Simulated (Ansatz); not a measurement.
HfN:
```
CELL_PARAMETERS angstrom
      3.14394     0.00000     0.00000
     -1.57197     2.72273     0.00000
      0.00000     0.00000     5.42565
ATOMIC_POSITIONS crystal
  Hf 0.66667 0.33333 0.75000
  Hf 0.33333 0.66667 0.25000
  N  0.00000 0.00000 0.00000
  N  0.00000 0.00000 0.50000
```

Relaxed with r²SCAN.

Problem. Map the electron localisation function on the plane through (0.667, 0.333, 0.750) spanned by u = [0, 0, 1] and v = [1, -1, 0] in lattice vectors, from plane-wave PAW r²SCAN (Ansatz code).

Solution. x is the fraction of u, y of v (the angle between them is 90°; rows are the nearest grid lines); atoms in the plane: Hf at (0.00, 0.00), Hf at (0.50, 0.67), N at (0.25, 0.33), N at (0.75, 0.33).
```
|8999720013455665543100279998|
|9999620012345555432100269999|
|9998410012222332222100148999|
|6642000000012222100000002466|
|3210000000135665310000000123|
|1111111000378998730001111111|
|3222211002699999962001122223|
|5544321014899999984101234455|
|6654321014899889984101234566|
|4433322102699999962012233344|
|2223344211368998631124433222|
|1223567642124664212467653221|
|1135789986311111136899875311|
|1147999999731001379999997411|
|0258997789962002699877998520|
|1269960038984114898300699621|
|0269973158984114898513799620|
|0148997789973113799877998410|
|0025899999862112689999985200|
|1111478988642112468898741111|
|6531135776432112346775311356|
|9997410122334444332210147999|
|9999620012345555432100269999|
|8999720013455665543100279998|
```
Scale: ten equal steps from 0.037 (start of '0') to 0.850 (end of '9'), in the order '0123456789'; x runs from 0.000 to 1.00, y from 0.000 (bottom) to 1.00 (top).

The density is the valence pseudo-density with augmentation charge, so density and ELF within about 1 Å of a nucleus are not all-electron values.

Space group P6_3/mmc (NiAs type). The workflow started from a Materials Project entry (that database holds measured and hypothetical structures alike); the Crystallography Open Database copy checked does not list it. It is not the phase usual at ambient conditions (space group No. 225). The cell was relaxed with r²SCAN under the symmetry of its start; whether a distortion lowers the energy is not shown. No spin polarisation was allowed. Scalar-relativistic: spin–orbit coupling is off unless named, which matters more the heavier the elements.

Potentials: the later of the program's two PAW sets.
